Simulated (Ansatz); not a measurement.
# EuSb in the WC-type structure

The computed numbers are results of r²SCAN, scalar-relativistic (collinear spin) in the plane-wave PAW code Ansatz at 500 eV, 10×10×8 k-mesh, Gaussian smearing of 0.05 eV; PAW files: Ansatz's generated set soft_2.

```yaml
crystal:
  lattice:
    - [4.23271, 0.00000, 0.00000]
    - [-2.11636, 3.66563, 0.00000]
    - [0.00000, 0.00000, 4.40239]
  atoms:
    - { symbol: Eu, position: [0.00000, 0.00000, 0.00000] }
    - { symbol: Sb, position: [0.66667, 0.33333, 0.50000] }
```

The structure was built from a prototype; whether the compound forms in it isn't claimed.

The geometry is fixed. Moments are started on Eu in several ways. q is the propagation vector of an order in a doubled cell, in units of this cell's reciprocal vectors; doubled cells take an equivalent mesh or are counted from a ferromagnetic run in the same cell, unless said otherwise. Energies count from the first row, the state in which the cell was relaxed.

Task: Rank the starts by the energy at which they end, lowest first (meV/atom from the last run of the relaxation).
A. antiparallel, q = (0, 1/2, 0)
B. no spin polarisation
C. antiparallel, q = (0, 0, 1/2)
D. ferromagnetic

Result: C (-10.6), A (-3.7), D (0.0), B (3661.4).

```
                        start  largest typed moment (μB)  ΔE (meV/atom)  gap on the mesh (eV)  P (GPa)  final spin moments (μB)
                ferromagnetic                      7.42*            0.0                 metal      0.0        Eu 6.74; Sb -0.11
         no spin polarisation                       0.00         3661.4                 metal     -2.9                     none
antiparallel, q = (0, 0, 1/2)                      6.00*          -10.6                 metal     -0.1           Eu 6.79, -6.79
antiparallel, q = (0, 1/2, 0)                      6.00*           -3.7                 metal     -0.1           Eu 6.78, -6.78
```

A star marks runs that didn't start from the typed moments alone: the program put its own moment for the open shell in their place.

The row without spin polarisation prices the pairing of the open shell's electrons, not a magnetic ordering energy.

Only orders that fit these small cells were tried, so the real crystal's order may be another.

Without a U the 4f levels of Eu lie too near the Fermi level, so their share of the states there, and what hangs on it, is overstated. These numbers lack spin–orbit coupling. Site moments are of spin, integrated over atomic spheres.
